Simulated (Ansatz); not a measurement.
## Computed properties of SiGe

SiGe:
Space group P-6m2 (No. 187); a = b = 3.595 Å, c = 3.280 Å, α = β = 90.00°, γ = 120.00°

| atom | site | symmetry | x | y | z |
|---|---|---|---|---|---|
| Ge | 1a | -6m2 | 0.0000 | 0.0000 | 0.0000 |
| Si | 1f | -6m2 | 0.6667 | 0.3333 | 0.5000 |

Space group P-6m2 (No. 187); conventional cell a = b = 3.595 Å, c = 3.280 Å, α = β = 90.00°, γ = 120.00°.

Method: PBE (plane waves, PAW; program Ansatz). Geometry: relaxed at this level of theory. Other levels are named where they apply.

**Cell and energy**

```yaml
volume_per_atom: 18.36 Å³
density: 4.55 g/cm³
Formation energy from the elements (no fitted shifts): 0.42 eV/atom
```

**Electronic structure**

```yaml
electronic_character: metallic (no gap)
Density of states at the Fermi level: 0.44 states/eV per atom (mean over ±0.08 eV)
```

**Mechanics**

```yaml
Bulk modulus (Birch–Murnaghan fit): 66.2 GPa
Pressure derivative B′: 5.6
```

The cell is a constructed one: a structure type filled with these elements; neither database checked (COD, Materials Project) lists it. Whether it is the stable phase at ambient conditions was not checked. The PBE relaxation kept the symmetry of its start; its stability against distortions is not shown here. The references are the lowest solids computed at this level, not always the standard phases. Spin–orbit coupling is left out wherever it is not named.

Potentials: the later of the program's two PAW sets.
